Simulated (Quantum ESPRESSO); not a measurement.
# NbGa4V3: one run as intended and one with a planted mistake

Simulated, not a measurement. The program is pw.x of Quantum ESPRESSO 7.5 (plane-wave density functional theory). The cell is made up: eight metal atoms on a face-centred cubic lattice, with elements, volume, strain and displacements drawn at random and not relaxed, so it may be unstable or far from any real phase. PseudoDojo standard norm-conserving files set the functional (PBE unless stated); there is no spin polarisation or spin-orbit coupling, the Fermi-Dirac width of 0.25 eV means electrons at about 2900 K, and the masses in the input are unused placeholders. A spin test at this wide smearing found no moment, but such smearing suppresses magnetism that the real alloy may have.

Intended input:

```
&control calculation='scf', pseudo_dir='./dojo.nc.sr.pbe.v0_5.standard.upf', outdir='./o', disk_io='minimal', tprnfor=.true., tstress=.true. /
&system ibrav=0, nat=8, ntyp=3, nbnd=65, ecutwfc=84.00895049, nosym=.true., tot_charge=0,
 occupations='smearing', smearing='fd', degauss=0.0183746611
/
&electrons conv_thr=1.470e-08, electron_maxstep=70, mixing_beta=0.5 /
ATOMIC_SPECIES
Ga 1.0 Ga.upf
Nb 1.0 Nb.upf
V 1.0 V.upf
CELL_PARAMETERS angstrom
0.0 -1.9614 -1.9614
0.0 3.9228 -3.9228
7.8457 0.0 0.0
ATOMIC_POSITIONS angstrom
Nb -0.1968 0.0648 0.0568
Ga 4.0594 -0.2143 0.0485
Ga 0.0156 1.9646 -2.0295
Ga 3.7662 1.7701 -1.8173
V 1.9354 0.1234 -1.962
V 5.9482 -0.1614 -1.963
V 1.9745 2.0305 -3.9321
Ga 5.8125 1.906 -3.7957
K_POINTS automatic
8 4 3 1 1 1
```

The log is shortened where brackets say so; the opening notice, blank lines, dates and the lines on written files are dropped, and the path of the files is cut. It prints rydbergs, bohrs and kilobars, and counts compression as positive stress. Its total energy is the free energy E - TS of the whole cell.

Log of the intended run:

```
     Program PWSCF v.7.5
     Parallel version (MPI & OpenMP), running on       4 processor cores
     Number of MPI processes:                 4
     Threads/MPI process:                     1
     [start-up lines left out]
     bravais-lattice index     =            0
     lattice parameter (alat)  =       5.2418  a.u.
     unit-cell volume          =     814.7430 (a.u.)^3
     number of atoms/cell      =            8
     number of atomic types    =            3
     number of electrons       =       104.00
     number of Kohn-Sham states=           65
     kinetic-energy cutoff     =      84.0090  Ry
     charge density cutoff     =     336.0358  Ry
     scf convergence threshold =      1.5E-08
     mixing beta               =       0.5000
     number of iterations used =            8  plain     mixing
     Exchange-correlation= PBE
                           (   1   4   3   4   0   0   0)
     [axes and pseudopotential details left out]
   Cartesian axes
     site n.     atom                  positions (alat units)
         1        Nb     tau(   1) = (  -0.0709486   0.0233611   0.0204770  )
         2        Ga     tau(   2) = (   1.4634594  -0.0772576   0.0174848  )
         3        Ga     tau(   3) = (   0.0056240   0.7082604  -0.7316576  )
         4        Ga     tau(   4) = (   1.3577575   0.6381410  -0.6551571  )
         5        V      tau(   5) = (   0.6977335   0.0444871  -0.7073231  )
         6        V      tau(   6) = (   2.1443931  -0.0581865  -0.7076836  )
         7        V      tau(   7) = (   0.7118295   0.7320181  -1.4175663  )
         8        Ga     tau(   8) = (   2.0954717   0.6871345  -1.3683926  )
     number of k points=    48  Fermi-Dirac smearing, width (Ry)=  0.0184
                       cart. coord. in units 2pi/alat
        k(    1) = (   0.0589248   0.0000000  -0.0883883), wk =   0.0416667
        k(    2) = (  -0.1767744   0.0000000  -0.0883883), wk =   0.0416667
     [further k points left out]
     Dense  grid:    84677 G-vectors     FFT dimensions: (  32,  64,  90)
     Estimated max dynamical RAM per process >     260.27 MB
     Estimated total dynamical RAM >     979.05 MB
     Initial potential from superposition of free atoms
     starting charge     103.9839, renormalised to     104.0000
     Starting wfcs are   76 randomized atomic wfcs
     total cpu time spent up to now is        4.4 secs
     per-process dynamical memory:   199.8 Mb
     Self-consistent Calculation
     iteration #  1     ecut=    84.01 Ry     beta= 0.50
     Davidson diagonalization with overlap
     ethr =  1.00E-02,  avg # of iterations =  2.1
     total cpu time spent up to now is       13.9 secs
     total energy              =   -1178.59713319 Ry
     estimated scf accuracy    <       1.14916498 Ry
     iteration #  2     ecut=    84.01 Ry     beta= 0.50
     Davidson diagonalization with overlap
     ethr =  1.10E-03,  avg # of iterations =  5.9
     total cpu time spent up to now is       25.3 secs
     total energy              =   -1178.21254609 Ry
     estimated scf accuracy    <      11.94747406 Ry
     [iterations 3 to 15 left out]
     iteration # 16     ecut=    84.01 Ry     beta= 0.50
     Davidson diagonalization with overlap
     ethr =  4.22E-11,  avg # of iterations =  2.2
     total cpu time spent up to now is      157.1 secs
     total energy              =   -1179.20855121 Ry
     estimated scf accuracy    <       0.00000002 Ry
     iteration # 17     ecut=    84.01 Ry     beta= 0.50
     Davidson diagonalization with overlap
     ethr =  2.03E-11,  avg # of iterations =  2.0
     total cpu time spent up to now is      164.8 secs
     End of self-consistent calculation
     [lines on levels left out]
!    total energy              =   -1179.20855121 Ry
     estimated scf accuracy    <          5.1E-09 Ry
     smearing contrib. (-TS)   =      -0.11368488 Ry
     internal energy E=F+TS    =   -1179.09486633 Ry
     The total energy is F=E-TS. E is the sum of the following terms:
     one-electron contribution =    -333.19795662 Ry
     hartree contribution      =     249.48471514 Ry
     xc contribution           =    -262.68647189 Ry
     ewald contribution        =    -832.69515295 Ry
     convergence has been achieved in  17 iterations
     Forces acting on atoms (cartesian axes, Ry/au):
     atom    1 type  2   force =     0.06854008   -0.00282584   -0.01067298
     atom    2 type  1   force =    -0.05191372    0.03679472   -0.01594378
     atom    3 type  1   force =     0.01470621   -0.01295070    0.02138941
     atom    4 type  1   force =     0.03873611    0.02335520   -0.01037308
     atom    5 type  3   force =    -0.01885727   -0.04135903    0.01496135
     atom    6 type  3   force =    -0.05612729    0.03233214   -0.01902764
     atom    7 type  3   force =    -0.00616354   -0.00665687    0.00066791
     atom    8 type  1   force =     0.01107942   -0.02868960    0.01899882
     Total force =     0.142671     Total SCF correction =     0.000264
     Computing stress (Cartesian axis) and pressure
          total   stress  (Ry/bohr**3)                   (kbar)     P=       52.64
   0.00041509   0.00000670   0.00009059           61.06        0.99       13.33
   0.00000670   0.00038464   0.00017821            0.99       56.58       26.22
   0.00009059   0.00017821   0.00027383           13.33       26.22       40.28
     init_run     :      4.17s CPU      4.34s WALL (       1 calls)
     electrons    :    159.93s CPU    160.37s WALL (       1 calls)
     forces       :      1.19s CPU      1.20s WALL (       1 calls)
     stress       :      3.87s CPU      3.88s WALL (       1 calls)
     [timing details left out]
     PWSCF        :   2m49.25s CPU   2m49.89s WALL
     JOB DONE.
```

A second run has one planted mistake: two atoms have their elements exchanged. The input lines that differ:

```
- Ga 0.0156 1.9646 -2.0295
+ V 0.0156 1.9646 -2.0295
- V 5.9482 -0.1614 -1.963
+ Ga 5.9482 -0.1614 -1.963
```

Its log:

```
     Program PWSCF v.7.5
     Parallel version (MPI & OpenMP), running on       4 processor cores
     Number of MPI processes:                 4
     Threads/MPI process:                     1
     [start-up lines left out]
     bravais-lattice index     =            0
     lattice parameter (alat)  =       5.2418  a.u.
     unit-cell volume          =     814.7430 (a.u.)^3
     number of atoms/cell      =            8
     number of atomic types    =            3
     number of electrons       =       104.00
     number of Kohn-Sham states=           65
     kinetic-energy cutoff     =      84.0090  Ry
     charge density cutoff     =     336.0358  Ry
     scf convergence threshold =      1.5E-08
     mixing beta               =       0.5000
     number of iterations used =            8  plain     mixing
     Exchange-correlation= PBE
                           (   1   4   3   4   0   0   0)
     [axes and pseudopotential details left out]
   Cartesian axes
     site n.     atom                  positions (alat units)
         1        Nb     tau(   1) = (  -0.0709486   0.0233611   0.0204770  )
         2        Ga     tau(   2) = (   1.4634594  -0.0772576   0.0174848  )
         3        V      tau(   3) = (   0.0056240   0.7082604  -0.7316576  )
         4        Ga     tau(   4) = (   1.3577575   0.6381410  -0.6551571  )
         5        V      tau(   5) = (   0.6977335   0.0444871  -0.7073231  )
         6        Ga     tau(   6) = (   2.1443931  -0.0581865  -0.7076836  )
         7        V      tau(   7) = (   0.7118295   0.7320181  -1.4175663  )
         8        Ga     tau(   8) = (   2.0954717   0.6871345  -1.3683926  )
     number of k points=    48  Fermi-Dirac smearing, width (Ry)=  0.0184
                       cart. coord. in units 2pi/alat
        k(    1) = (   0.0589248   0.0000000  -0.0883883), wk =   0.0416667
        k(    2) = (  -0.1767744   0.0000000  -0.0883883), wk =   0.0416667
     [further k points left out]
     Dense  grid:    84677 G-vectors     FFT dimensions: (  32,  64,  90)
     Estimated max dynamical RAM per process >     260.27 MB
     Estimated total dynamical RAM >     979.05 MB
     Initial potential from superposition of free atoms
     starting charge     103.9839, renormalised to     104.0000
     Starting wfcs are   76 randomized atomic wfcs
     total cpu time spent up to now is        4.4 secs
     per-process dynamical memory:   199.8 Mb
     Self-consistent Calculation
     iteration #  1     ecut=    84.01 Ry     beta= 0.50
     Davidson diagonalization with overlap
     ethr =  1.00E-02,  avg # of iterations =  2.3
     total cpu time spent up to now is       13.8 secs
     total energy              =   -1177.74842352 Ry
     estimated scf accuracy    <       2.30609040 Ry
     iteration #  2     ecut=    84.01 Ry     beta= 0.50
     Davidson diagonalization with overlap
     ethr =  2.22E-03,  avg # of iterations =  7.9
     total cpu time spent up to now is       26.5 secs
     total energy              =   -1175.82866497 Ry
     estimated scf accuracy    <      53.08258336 Ry
     [iterations 3 to 15 left out]
     iteration # 16     ecut=    84.01 Ry     beta= 0.50
     Davidson diagonalization with overlap
     ethr =  2.13E-10,  avg # of iterations =  2.1
     total cpu time spent up to now is      157.4 secs
     total energy              =   -1179.15130875 Ry
     estimated scf accuracy    <       0.00000062 Ry
     iteration # 17     ecut=    84.01 Ry     beta= 0.50
     Davidson diagonalization with overlap
     ethr =  2.13E-10,  avg # of iterations =  1.2
     total cpu time spent up to now is      164.6 secs
     End of self-consistent calculation
     [lines on levels left out]
!    total energy              =   -1179.15130877 Ry
     estimated scf accuracy    <          8.1E-09 Ry
     smearing contrib. (-TS)   =      -0.11745284 Ry
     internal energy E=F+TS    =   -1179.03385593 Ry
     The total energy is F=E-TS. E is the sum of the following terms:
     one-electron contribution =    -332.96394544 Ry
     hartree contribution      =     249.27312438 Ry
     xc contribution           =    -262.64788191 Ry
     ewald contribution        =    -832.69515295 Ry
     convergence has been achieved in  17 iterations
     Forces acting on atoms (cartesian axes, Ry/au):
     atom    1 type  2   force =     0.09611065   -0.04775596    0.01356918
     atom    2 type  1   force =    -0.06451789    0.02355740   -0.00058522
     atom    3 type  3   force =    -0.00391607   -0.01332531    0.00061663
     atom    4 type  1   force =     0.01516829    0.03006479   -0.01368553
     atom    5 type  3   force =    -0.01841601   -0.03111493    0.01883621
     atom    6 type  1   force =    -0.05329214    0.08253631   -0.04043819
     atom    7 type  3   force =     0.01006998   -0.00845322   -0.00309130
     atom    8 type  1   force =     0.01879319   -0.03550908    0.02477822
     Total force =     0.182468     Total SCF correction =     0.000546
     Computing stress (Cartesian axis) and pressure
          total   stress  (Ry/bohr**3)                   (kbar)     P=       76.46
   0.00075134  -0.00008025  -0.00000226          110.53      -11.80       -0.33
  -0.00008025   0.00049885   0.00002004          -11.80       73.38        2.95
  -0.00000226   0.00002004   0.00030919           -0.33        2.95       45.48
     init_run     :      4.15s CPU      4.33s WALL (       1 calls)
     electrons    :    159.78s CPU    160.19s WALL (       1 calls)
     forces       :      1.19s CPU      1.20s WALL (       1 calls)
     stress       :      4.02s CPU      4.02s WALL (       1 calls)
     [timing details left out]
     PWSCF        :   2m49.20s CPU   2m49.83s WALL
     JOB DONE.
```

```
                                            intended run  run with the mistake
                          free energy (eV)    -16043.950            -16043.171
         entropy term -TS, part of it (eV)        -1.547                -1.598
                            pressure (GPa)          5.26                  7.65
size of the largest force component (eV/Å)         1.762                 2.471
largest change of a force component (eV/Å)                               1.291
                                iterations            17                    17
```

For scale, a rerun of the intended cell at a higher cutoff and on a denser mesh moved values by no more than 0.002 eV in energy, 0.02 GPa in stress and 0.008 eV/Å in force, and a second program with other atomic files agreed on that cell to 2 % rms in force and 0.5 GPa in pressure.